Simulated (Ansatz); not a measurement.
Given:

PbS:
```
CELL_PARAMETERS angstrom
      0.00000     3.30070     3.30070
      3.30070     0.00000     3.30070
      3.30070     3.30070     0.00000
ATOMIC_POSITIONS crystal
  S  0.75000 0.75000 0.75000
  Pb 0.00000 0.00000 0.00000
```

This is the r²SCAN-relaxed structure. Tensor components refer to the Cartesian frame of this cell.

Problem. All from DFT-r²SCAN in the program Ansatz with PAW potentials, unless another level is named. Give the piezoelectric stress constants (proper, relaxed ions, C/m²).

Solution. e14 = e25 = e36 = 0.39.

Problem. Give the bulk modulus (Birch–Murnaghan fit).

Solution. 38.4 GPa.

Problem. Give the highest zone-centre frequency (without LO–TO term).

Solution. 174 cm^-1.

Problem. And the elastic constants (relaxed ions, GPa)?

Solution. C11 = 39.8, C12 = 37.8, C44 = -7.9.

Space group F-43m (zinc blende). The cell is a constructed one: a structure type filled with these elements; neither database checked (COD, Materials Project) lists it. It is not the phase usual at ambient conditions (space group No. 225). The cell was relaxed with r²SCAN under the symmetry of its start. At this level the phase is dynamically unstable (imaginary phonons). Spin–orbit coupling is left out wherever it is not named.

Potentials: the later of the program's two PAW sets.
